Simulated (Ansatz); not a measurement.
Au (diamond, Fd-3m), a = b = c = 6.0270 Å, α = β = γ = 90.00°; the cell used has 2 atoms.

Relaxed with PBEsol.

Problem. Which orbitals make up the states near the Fermi level in PBEsol (plane waves, PAW; program Ansatz)?

Solution. Within 0.5 eV of the Fermi level: Au 6s 52 %, Au 5d 40 %, outside the projected shells 7 %. Projections are on Löwdin-orthogonalised atomic valence shells; empty p or d shells of many metals are not among them.

Problem. Tabulate the density of states.

Solution. States/eV per cell of 2 atoms, in 0.25 eV bins, energy from the Fermi level.

```
E (eV)  total  Au 5d  Au 6s  Au 5p
------  -----  -----  -----  -----
-6.50    0.00   0.00   0.00   0.00
-6.25    0.10   0.00   0.10   0.00
-6.00    0.24   0.01   0.23   0.00
-5.75    0.35   0.02   0.33   0.00
-5.50    0.50   0.04   0.44   0.00
-5.25    0.72   0.11   0.59   0.00
-5.00    1.34   0.40   0.92   0.00
-4.75   10.43   9.20   1.19   0.01
-4.50   12.06  10.73   1.27   0.01
-4.25    6.49   5.99   0.46   0.01
-4.00    4.10   4.07   0.02   0.00
-3.75    4.76   4.62   0.11   0.01
-3.50    4.86   4.45   0.37   0.01
-3.25    3.31   3.03   0.25   0.01
-3.00    2.63   2.46   0.13   0.00
-2.75    3.56   3.43   0.09   0.00
-2.50    3.33   3.23   0.06   0.00
-2.25    4.50   4.34   0.08   0.01
-2.00    2.20   2.12   0.05   0.00
-1.75    1.48   1.33   0.12   0.00
-1.50    4.42   4.11   0.24   0.01
-1.25    6.76   6.43   0.25   0.01
-1.00    6.16   5.77   0.33   0.00
-0.75    1.27   0.84   0.38   0.00
-0.50    1.02   0.56   0.41   0.00
-0.25    0.96   0.48   0.44   0.00
0.00     0.85   0.35   0.44   0.00
0.25     0.60   0.17   0.35   0.00
0.50     1.26   0.32   0.80   0.00
0.75     0.78   0.18   0.50   0.00
1.00     0.63   0.13   0.40   0.00
1.25     0.53   0.10   0.34   0.00
1.50     0.45   0.08   0.29   0.00
1.75     0.40   0.06   0.26   0.00
2.00     0.35   0.05   0.23   0.00
2.25     0.45   0.05   0.20   0.00
2.50     0.84   0.06   0.20   0.00
2.75     0.87   0.05   0.18   0.00
3.00     0.83   0.04   0.17   0.00
3.25     0.86   0.04   0.16   0.00
3.50     0.92   0.04   0.14   0.00
3.75     1.05   0.03   0.14   0.00
4.00     1.04   0.03   0.12   0.00
4.25     1.01   0.03   0.11   0.00
4.50     0.98   0.02   0.10   0.00
4.75     0.96   0.02   0.09   0.00
```

The start of the workflow was typed in or built on a structure type; neither database checked (COD, Materials Project) lists it. It is not the phase usual at ambient conditions (space group No. 225). Symmetry was held in the PBEsol relaxation. At this level the phase is mechanically unstable. Spin–orbit coupling is left out wherever it is not named.

Potentials: the later of the program's two PAW sets.
